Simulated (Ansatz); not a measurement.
Input, command and steps of an Ansatz relaxation.

```yaml
crystal:
  lattice:
    - [0.0, 4.3499569848, 4.3499569848]
    - [4.3499569848, 0.0, 4.3499569848]
    - [4.3499569848, 4.3499569848, 0.0]
  atoms:
    - { symbol: Ag, position: [0.625, 0.625, 0.625] }
    - { symbol: Ag, position: [0.125, 0.625, 0.625] }
    - { symbol: Ag, position: [0.625, 0.625, 0.125] }
    - { symbol: Ag, position: [0.625, 0.125, 0.625] }
    - { symbol: I, position: [0.0, 0.0, 0.0] }
    - { symbol: I, position: [0.25, 0.25, 0.25] }
basis:
  ecutwfc: 420
kpoints:
  mp_grid: { grid: [4, 4, 4] }
hamiltonian:
  xc: pbe
scf:
  occupations: { method: gaussian, width: 0.1 }
  lower_state_search: "off"
output:
  forces: true
  stress: true
  eigenvalues: true
relax:
  adjacent_minimum: "off"
  f_tol: 0.04
  max_steps: 70
  cell: { stress_tol: 0.4 }
```

```bash
ansatz run input.yaml --threads 1 --pin off --max-ram 2560MiB --backend cpu --events-out ev --progress --plain --runs-dir out
```

Level of theory: DFT PBE, scalar-relativistic, plane waves, PAW (Ansatz).

Of 5 frames 5 are shown, positions in Å and forces in eV/Å; the SCF threshold varies from step to step. Steps run on the plane waves of an earlier cell, with a Pulay correction in the pressure. The basis is chosen afresh for the last frame, the zero of the energies, and at times for earlier ones too; energy and pressure step there, also at an unchanged geometry.

```xyz
6
Lattice="0.0000 4.3500 4.3500 4.3500 0.0000 4.3500 4.3500 4.3500 0.0000" Properties=species:S:1:pos:R:3:forces:R:3 pbc="T T T" step=1 free_energy_over_end_meV_per_atom=56.18 pressure_GPa=-4.37
Ag    5.4374    5.4374    5.4374    0.0000    0.0000    0.0000
Ag    5.4374    3.2625    3.2625    0.0000    0.0000    0.0000
Ag    3.2625    3.2625    5.4374    0.0000    0.0000    0.0000
Ag    3.2625    5.4374    3.2625    0.0000    0.0000    0.0000
I     0.0000    0.0000    0.0000    0.0000    0.0000    0.0000
I     2.1750    2.1750    2.1750    0.0000    0.0000    0.0000
6
Lattice="0.0000 4.1920 4.1920 4.1920 0.0000 4.1920 4.1920 4.1920 0.0000" Properties=species:S:1:pos:R:3:forces:R:3 pbc="T T T" step=2 free_energy_over_end_meV_per_atom=1.54 pressure_GPa=-1.16
Ag    5.2400    5.2400    5.2400    0.0000    0.0000    0.0000
Ag    5.2400    3.1440    3.1440    0.0000    0.0000    0.0000
Ag    3.1440    3.1440    5.2400    0.0000    0.0000    0.0000
Ag    3.1440    5.2400    3.1440    0.0000    0.0000    0.0000
I     0.0000    0.0000    0.0000    0.0000    0.0000    0.0000
I     2.0960    2.0960    2.0960    0.0000    0.0000    0.0000
6
Lattice="0.0000 4.1405 4.1405 4.1405 0.0000 4.1405 4.1405 4.1405 0.0000" Properties=species:S:1:pos:R:3:forces:R:3 pbc="T T T" step=3 free_energy_over_end_meV_per_atom=-0.67 pressure_GPa=0.53
Ag    5.1756    5.1756    5.1756    0.0000    0.0000    0.0000
Ag    5.1756    3.1054    3.1054    0.0000    0.0000    0.0000
Ag    3.1054    3.1054    5.1756    0.0000    0.0000    0.0000
Ag    3.1054    5.1756    3.1054    0.0000    0.0000    0.0000
I     0.0000    0.0000    0.0000    0.0000    0.0000    0.0000
I     2.0703    2.0703    2.0703    0.0000    0.0000    0.0000
6
Lattice="0.0000 4.1565 4.1565 4.1565 0.0000 4.1565 4.1565 4.1565 0.0000" Properties=species:S:1:pos:R:3:forces:R:3 pbc="T T T" step=4 free_energy_over_end_meV_per_atom=-1.01 pressure_GPa=-0.03
Ag    5.1956    5.1956    5.1956    0.0000    0.0000    0.0000
Ag    5.1956    3.1174    3.1174    0.0000    0.0000    0.0000
Ag    3.1174    3.1174    5.1956    0.0000    0.0000    0.0000
Ag    3.1174    5.1956    3.1174    0.0000    0.0000    0.0000
I     0.0000    0.0000    0.0000    0.0000    0.0000    0.0000
I     2.0782    2.0782    2.0782    0.0000    0.0000    0.0000
6
Lattice="0.0000 4.1565 4.1565 4.1565 0.0000 4.1565 4.1565 4.1565 0.0000" Properties=species:S:1:pos:R:3:forces:R:3 pbc="T T T" step=5 free_energy_over_end_meV_per_atom=0.00 pressure_GPa=-0.04
Ag    5.1956    5.1956    5.1956    0.0000    0.0000    0.0000
Ag    5.1956    3.1174    3.1174    0.0000    0.0000    0.0000
Ag    3.1174    3.1174    5.1956    0.0000    0.0000    0.0000
Ag    3.1174    5.1956    3.1174    0.0000    0.0000    0.0000
I     0.0000    0.0000    0.0000    0.0000    0.0000    0.0000
I     2.0782    2.0782    2.0782    0.0000    0.0000    0.0000
```

The start puts this composition into another compound's structure type, which needn't suit it. At the end the space group is Fd-3m (tolerance 0.05 Å).

The run took 33 s on 1 thread of Arm Neoverse V1, with other jobs on the host, peak memory 0.44 GiB.

The k mesh is coarse.